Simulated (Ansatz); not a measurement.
# MgI₂: reading a single point

```
Mg I
1.0
     4.17715    0.00000    0.00000
    -2.08857    3.61751    0.00000
     0.00000    0.00000    6.90073
Mg I
1 2
Cartesian
  0.0000 0.0000 0.0000
  -0.0002 2.4118 5.2282
  2.0888 1.2057 1.6725
```

Single point in Ansatz 0.2.0 with PBE, no spin polarisation. Cutoff 420 eV, PAW datasets, 7×7×4 Γ-centred k mesh, fermi-dirac filling (width 0.0324 eV).

Charges: Bader charges in e: Mg +1.62, I -0.81. In the mean Mg gives up most and I takes most.
Contacts: Mg–I at 2.93 Å: least valence density 0.14 e/Å³ and ELF 0.07 there, a closed-shell (ionic or weak) contact. Both are smooth PAW fields, read partly inside the augmentation spheres.
Stress: The pressure is 0.7 GPa (compression positive), so with the atoms held at these fractions the cell would first expand.
Formation energy: -1.06 eV an atom against the elements' usual phases (free molecules for gases, crystals otherwise, with no correction for O₂ or N₂), so it is bound against them; other compounds may still compete. Relaxing would lower it.
Electronic structure: The gap is 3.50 eV, indirect (the least direct gap found is 3.63 eV).

Origin: a database entry at a rescaled volume. Caveats: no spin-orbit coupling, which can shift this gap by tenths of an eV.
